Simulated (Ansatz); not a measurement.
According to DFT-r²SCAN in the program Ansatz with PAW potentials, BAs in the hexagonal phase (P6_222; B on 3d, As on 3c) relaxes to a = 3.446 Å, c = 7.457 Å.

The Kohn–Sham gap is 0.67 eV (indirect). The valence maximum lies at Γ and the conduction minimum at M (3 equivalent valleys). HSE06 on the same cell gives 0.97 eV. Gap from r²SCAN with spin–orbit coupling: 0.67 eV. Electrons at the band edge weigh 0.20, 0.33, 0.34 mₑ (principal values). The hole mass is 0.18, 0.44, 0.44 mₑ (principal values).

The bulk modulus is 144 GPa. Bader charges are B +0.14, As -0.14 e.

The start of the workflow was typed in or built on a structure type; neither database checked (COD, Materials Project) lists it. It is not the phase usual at ambient conditions (space group No. 216). The r²SCAN relaxation kept the symmetry of its start; whether a distortion lowers the energy is not shown. Spin–orbit coupling is left out wherever it is not named.

Potentials: the earlier of the program's two PAW sets.
